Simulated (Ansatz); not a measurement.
Property card for AlCl$_{3}$

AlCl3:
```
CELL_PARAMETERS angstrom
      2.92265     5.05828     0.00000
     -2.92265     5.05828     0.00000
     -1.89039     0.00000     5.68285
ATOMIC_POSITIONS crystal
  Al 0.16656 0.16656 0.00000
  Al 0.83344 0.83344 0.00000
  Cl 0.78093 0.21907 0.76678
  Cl 0.21907 0.78093 0.23322
  Cl 0.92944 0.42522 0.23124
  Cl 0.07056 0.57478 0.76876
  Cl 0.42522 0.92944 0.76876
  Cl 0.57478 0.07056 0.23124
```

Space group C2/m (No. 12); conventional cell a = 5.8453 Å, b = 10.1166 Å, c = 5.9890 Å, α = γ = 90.00°, β = 108.40°.

Method: DFT-LDA in the program Ansatz with PAW potentials. Geometry: relaxed at this level of theory. Other levels are named where they apply.

Cell and energy:

```json
{
 "volume_per_atom": "21.00 Å³",
 "density": "2.64 g/cm³",
 "Formation energy from the elements (no fitted shifts)": "-1.56 eV/atom"
}
```

Electronic structure:

```json
{
  "band_gap": "4.91 eV (indirect)",
  "valence_band_maximum": "at Y (k = 0.500, 0.500, 0.000 in fractions of the reciprocal vectors)",
  "conduction_band_minimum": "at L2 (k = 0.000, 0.500, 0.500 in fractions of the reciprocal vectors) (2 equivalent valleys)",
  "smallest_direct_gap_on_the_standard_path": "5.00 eV",
  "electron_effective_mass": "0.66, 0.84, 1.3 mₑ (principal values)",
  "hole_effective_mass": "0.87, 1.4, 2.7 mₑ (principal values)"
}
```

Mechanics:

```json
{
  "Bulk modulus (Birch–Murnaghan fit)": "184 kbar",
  "Pressure derivative B′": "12.0",
  "Elastic constants (relaxed ions, GPa)": "C11 = 76.8, C22 = 78.0, C33 = 26.2, C12 = 23.1, C13 = 5.1, C23 = 4.7, C44 = 5.1, C55 = 5.1, C66 = 27.0, C15 = 0.8, C25 = -1.3, C35 = -0.4, C46 = -1.3",
  "mechanical_stability": "stable (all eigenvalues of C positive)",
  "hill_bulk_and_shear_moduli": "23.4 and 13.3 GPa",
  "Young's modulus": "33.6 GPa",
  "Poisson's ratio": "0.26",
  "debye_temperature_from_the_elastic_constants": "270 K"
}
```

Dielectric response:

```json
{
 "Electronic dielectric constant ε∞ (DFPT)": "3.44 (xx), 3.44 (yy), 3.07 (zz)",
 "Static dielectric constant ε0 (ions relaxed, cell fixed)": "6.64 (xx), 6.64 (yy), 3.72 (zz)",
 "Born charges (a third of the trace)": "Al +2.85, Cl -0.95 e"
}
```

Phonons:

```json
{
  "Highest zone-centre frequency (without LO–TO term)": "453 cm⁻¹",
  "zone_centre_stability": "no imaginary mode at Γ",
  "dynamical_stability_on_the_path": "stable (no imaginary branch)",
  "zero_point_energy": "42.9 meV/atom",
  "Vibrational entropy at 300 K": "27.5 J/(K·mol of atoms)"
}
```

The first step of the workflow began from a Materials Project structure, measured or hypothetical; the Crystallography Open Database files this formula in space group No. 12, but the cells were not matched. Its standing as an ambient phase is unchecked. The LDA relaxation kept the symmetry of its start. A crystal of weakly bound layers computed without a dispersion correction: the cell and the soft elastic constants depend strongly on that. The references are the lowest solids computed at this level, not always the standard phases (solids in place of the gases).

Potentials: the earlier of the program's two PAW sets. The files were generated under PBE; for other functionals the program regenerates the frozen cores, and for LDA and PBEsol the local potential too.
